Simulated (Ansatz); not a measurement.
The relaxed structure here is a generated cell of BeS: the first start was made by placing the elements on the sites of a structure type, and the end was not matched to a known phase here, so it may be hypothetical.

A structure of BeS relaxed with PBEsol (plane waves to 420 eV, PAW, scalar-relativistic; Ansatz, an electronic-structure program); single points at other levels follow on the same geometry (Ansatz, PAW; HSE06 at 420 eV on a 4×6×4 k-mesh; no spin-orbit coupling). Space group Pnma (No. 62).

```cif
data_Be4S4
_chemical_formula_sum 'Be4 S4'
_space_group_name_H-M_alt 'P 1'
_space_group_IT_number 1
_cell_length_a 5.93401
_cell_length_b 3.47399
_cell_length_c 5.95655
_cell_angle_alpha 90.000
_cell_angle_beta 90.000
_cell_angle_gamma 90.000
loop_
_space_group_symop_operation_xyz
  'x, y, z'
loop_
_atom_site_label
_atom_site_type_symbol
_atom_site_fract_x
_atom_site_fract_y
_atom_site_fract_z
_atom_site_occupancy
Be1 Be 0.14445 0.25000 0.09452 1
Be2 Be 0.64445 0.25000 0.40548 1
Be3 Be 0.85555 0.75000 0.90548 1
Be4 Be 0.35555 0.75000 0.59452 1
S1 S 0.28373 0.25000 0.41402 1
S2 S 0.78373 0.25000 0.08598 1
S3 S 0.71627 0.75000 0.58598 1
S4 S 0.21627 0.75000 0.91402 1
```

| level | gap (eV) | kind | conduction minimum |
|---|---|---|---|
| PBEsol | 3.64 | indirect | 25 % of the way from Y to Γ |
| HSE06 | ___ | – | ___ |

Task: What belongs in the gaps?

Result: 
- HSE06, gap (eV): 4.78
- HSE06, conduction minimum: k = (0, 0.375, 0)

HSE06 gaps come from a coarse mesh plus a few chosen points, so they may be too large. No spin polarisation in the result.

The run could not lose the symmetry of its start, so the end can be a saddle point.
